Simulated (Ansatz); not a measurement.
Mg$_{2}$SiS$_{4}$:
```
CELL_PARAMETERS angstrom
     12.72113     0.00000     0.00000
      0.00000     7.43550     0.00000
      0.00000     0.00000     5.92609
ATOMIC_POSITIONS crystal
  Mg 0.00000 0.50000 0.00000
  Mg 0.50000 0.50000 0.50000
  Mg 0.50000 0.00000 0.50000
  Mg 0.00000 0.00000 0.00000
  Mg 0.76879 0.75000 0.49257
  Mg 0.23121 0.25000 0.50743
  Mg 0.73121 0.25000 0.99257
  Mg 0.26879 0.75000 0.00743
  Si 0.58951 0.75000 0.90591
  Si 0.41049 0.25000 0.09409
  Si 0.91049 0.25000 0.40591
  Si 0.08951 0.75000 0.59409
  S  0.59227 0.75000 0.26108
  S  0.40773 0.25000 0.73892
  S  0.90773 0.25000 0.76108
  S  0.09227 0.75000 0.23892
  S  0.43500 0.75000 0.76105
  S  0.56500 0.25000 0.23895
  S  0.06500 0.25000 0.26105
  S  0.93500 0.75000 0.73895
  S  0.66616 0.52429 0.75326
  S  0.33384 0.47571 0.24674
  S  0.83384 0.47571 0.25326
  S  0.16616 0.52429 0.74674
  S  0.16616 0.97571 0.74674
  S  0.83384 0.02429 0.25326
  S  0.33384 0.02429 0.24674
  S  0.66616 0.97571 0.75326
```

Relaxed with r²SCAN. Special points in fractions of this cell's reciprocal vectors: Γ (0.000, 0.000, 0.000); X (0.500, 0.000, 0.000); S (0.500, 0.500, 0.000); Y (0.000, 0.500, 0.000); Z (0.000, 0.000, 0.500); U (0.500, 0.000, 0.500); R (0.500, 0.500, 0.500); T (0.000, 0.500, 0.500).

### Question
List the band energies nearest the valence-band maximum at these points for plane-wave PAW r²SCAN (Ansatz code).

### Answer
In eV from the valence-band maximum; about four levels below and three above (degenerate sets whole), none deeper than 8.9 eV; points with the same levels are listed once.

```tsv
k	below	above
Γ	-0.29 -0.29 -0.21 0.00	3.46 4.12 4.52 4.52
X	-0.30 -0.30 -0.18 -0.18	3.95 3.95 4.56 4.56
S	-0.34 -0.34 -0.34 -0.34	4.57 4.57 4.57 4.57
Y	-0.57 -0.57 -0.49 -0.49	4.29 4.29 4.91 4.91
Z	-0.34 -0.34 -0.27 -0.27	3.95 3.95 4.07 4.07
U	-0.33 -0.33 -0.26 -0.26	4.08 4.08 4.13 4.13
R	-0.47 -0.47 -0.47 -0.47	4.41 4.41 4.41 4.41
T	-0.43 -0.43 -0.42 -0.42	4.33 4.33 4.48 4.48
```

Space group Pnma. The workflow started from a Materials Project entry (that database holds measured and hypothetical structures alike); the Crystallography Open Database copy checked does not list it. Whether it is the stable phase at ambient conditions was not checked. The r²SCAN relaxation kept the symmetry of its start; whether a distortion lowers the energy is not shown.

Potentials: the later of the program's two PAW sets.
